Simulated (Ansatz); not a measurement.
## Electric field gradients in CuO

Theory: DFT LDA, scalar-relativistic, plane waves, PAW (Ansatz). Cutoff 420 eV, 14×14×8 k-points (Γ-centred), Fermi-Dirac smearing of 0.15 eV. No spin polarisation.

Equilibrium structure at this level:
```
CELL_PARAMETERS angstrom
2.01032 -2.01542 0.16000
2.01032 2.01542 0.16000
-0.40073 0.00000 5.03447
ATOMIC_POSITIONS crystal
Cu 0.99425 0.49425 0.00185
Cu 0.49425 0.99425 0.50185
O 0.49425 0.49425 0.25185
O 0.49425 0.49425 0.75185
```

In a metal these results depend on the k mesh and the smearing. Spin polarisation was left out, and a magnetic state may lie lower. A semilocal functional can close a gap that the real compound has.

**Question.** Give V_zz (10²¹ V/m²) and the asymmetry η at each distinct site.

**Answer.**
| atom | V_zz | η |
| --- | --- | --- |
| Cu (atom 1) | 2.42 | 0.11 |
| O (atom 3) | 1.07 | 0.01 |

This form isn't the usual stable structure of the compound.

Cost: 1 run of about 0.14 core-minutes, on Intel Xeon 6975P-C (Granite Rapids) (shared hosts).